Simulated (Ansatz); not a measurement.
**LaReSi₃: reading a single point**

```
CELL_PARAMETERS angstrom
0.00000 4.33727 0.00000
4.33727 0.00000 0.00000
2.16863 2.16863 -4.98249
ATOMIC_POSITIONS crystal
Re 0.00000 0.00000 0.00000
Si 0.75990 0.75990 0.48020
Si 0.60880 0.10880 0.78240
Si 0.10880 0.60880 0.78240
La 0.34550 0.34550 0.30900
```

The numbers come from plane-wave PAW DFT (Ansatz): PBEsol, no spin polarisation, 420 eV, 9×9×9 Γ-centred k points, fermi-dirac occupations (width 0.1 eV). Nothing was relaxed.

What does the stress say?

The pressure is -2.7 GPa (compression positive), so with the atoms held at these fractions the cell would first shrink. The principal stresses -3.2, -3.2, -1.7 GPa differ, so its shape would change too.

Is there a gap?

It is a metal, with about 2.2 states/eV a cell as the mean within 0.25 eV of the Fermi level, mostly Re d (39 %), Si p (25 %) and La d (18 %).

Is it stable against the elements?

-0.49 eV an atom against the elements' usual phases (free molecules for gases, crystals otherwise, with no correction for O₂ or N₂), so it is bound against them; other compounds may still compete. Relaxing would lower it.

Give the Bader charges.

Bader charges in e: La +1.43, Re -1.10, Si -0.40 to +0.04. In the mean La gives up most and Re takes most.

Which atom feels the largest force, and which way?

The largest is on Si2: 0.50 eV/Å, components (0.00, 0.00, 0.50). It makes 0° with the line to a nearest neighbour, Re1 at 2.39 Å, pointing towards it.

Origin: a known structure type with other elements, at an estimated volume, so it need not be a known compound. Caveats: f levels without a U or exact exchange are poorly placed.
